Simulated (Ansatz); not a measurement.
According to the program Ansatz at the PBEsol level (PAW), O in the α-O2 structure (C2/m) relaxes to a = 6.471 Å, b = 3.800 Å, c = 5.061 Å, β = 125.0°.

The Kohn–Sham gap is 1.84 eV (indirect). The magnetic state found is ferromagnetic. The net moment is 1.00 μB per atom.

The PBEsol relaxation kept the symmetry of its start. Spin order of the final state: ferromagnetic, chosen from 5 collinear starts compared on coarse meshes (ties went to the first, and starts can fall back to one state), not a proven ground state. Textbook magnetic order: antiferromagnetic. The substance is a gas or liquid at ambient conditions; this is its low-temperature solid. No Hubbard U is applied. A crystal of weakly bound molecules computed without a dispersion correction: the cell and the soft elastic constants depend strongly on that.

Potentials: the later of the program's two PAW sets.
